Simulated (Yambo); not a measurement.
BN (space group P6_3/mmc, No. 194), G0W0@LDA (Yambo, plasmon pole, terminator in G, 6×6×2 mesh): gap H → Γ in eV by bands and screening block.

```
bands (W and G)  2 Ry  4 Ry  6 Ry  8 Ry  10 Ry
---------------  ----  ----  ----  ----  -----
20               5.77  5.65  5.71  5.76    ___
32               5.60  5.52  5.60  5.69   5.74
50               5.55  5.51  5.60  5.71   5.77
72               5.54  5.51  5.61   ___    ___
94               5.54  5.51  5.62  5.76   5.84
```

Estimate the withheld gaps from their neighbours; the computed values follow.


- 20, 10 Ry: 5.80
- 72, 8 Ry: 5.73
- 72, 10 Ry: 5.81

The largest settings aren't shown to be the converged limit.

Geometry of the Materials Project entry, not relaxed at this level; primitive cell a = 2.512 Å, b = 2.512 Å, c = 7.707 Å, α = 90.00°, β = 90.00°, γ = 120.00°.

The distance between layers or molecules is the database entry's, not relaxed here. Functionals without dispersion can leave it too large, which widens gaps and weakens the response across layers: the numbers belong to this cell.
